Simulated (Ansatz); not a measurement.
LuB$_{2}$Os$_{3}$:
```yaml
crystal:
  lattice:
    - [5.49103, 0.00000, 0.00000]
    - [-2.74552, 4.75537, 0.00000]
    - [0.00000, 0.00000, 3.01082]
  atoms:
    - { symbol: B, position: [0.33333, 0.66667, 0.00000] }
    - { symbol: B, position: [0.66667, 0.33333, 0.00000] }
    - { symbol: Os, position: [0.50000, 0.00000, 0.50000] }
    - { symbol: Os, position: [0.50000, 0.50000, 0.50000] }
    - { symbol: Os, position: [0.00000, 0.50000, 0.50000] }
    - { symbol: Lu, position: [0.00000, 0.00000, 0.00000] }
```

Relaxed with r²SCAN. Special points in fractions of this cell's reciprocal vectors: Γ (0.000, 0.000, 0.000); M (0.500, 0.000, 0.000); K (0.333, 0.333, 0.000); A (0.000, 0.000, 0.500); L (0.500, 0.000, 0.500); H (0.333, 0.333, 0.500).

### Question
List the band energies nearest the Fermi level at these points for r²SCAN (plane waves, PAW; program Ansatz).

### Answer
In eV from the Fermi level; about four levels below and three above (degenerate sets whole), none deeper than 8.9 eV; points with the same levels are listed once.

```json
[
 {"k": "Γ", "below": "-1.49 -1.49 -0.86 -0.86", "above": "0.40 0.40 0.77"},
 {"k": "M", "below": "-0.99 -0.76 -0.76 -0.41", "above": "0.61 0.88 2.83"},
 {"k": "K", "below": "-0.36 -0.30 -0.30 -0.04", "above": "1.15 2.91 2.91"},
 {"k": "A", "below": "-1.73 -1.73 -0.87 -0.36 -0.36", "above": "0.01 0.01 1.41"},
 {"k": "L", "below": "-2.04 -1.68 -0.32 -0.19", "above": "0.77 1.57 1.97"},
 {"k": "H", "below": "-0.85 -0.85 -0.77 -0.77", "above": "1.01 1.09 1.70 1.70"}
]
```

Space group P6/mmm. The workflow started from an entry of the Crystallography Open Database (COD). Whether it is the stable phase at ambient conditions was not checked. Symmetry was held in the r²SCAN relaxation; its stability against distortions is not shown here. The run is not spin-polarised. Scalar-relativistic: spin–orbit coupling is off unless named, which matters more the heavier the elements.

Potentials: the later of the program's two PAW sets.
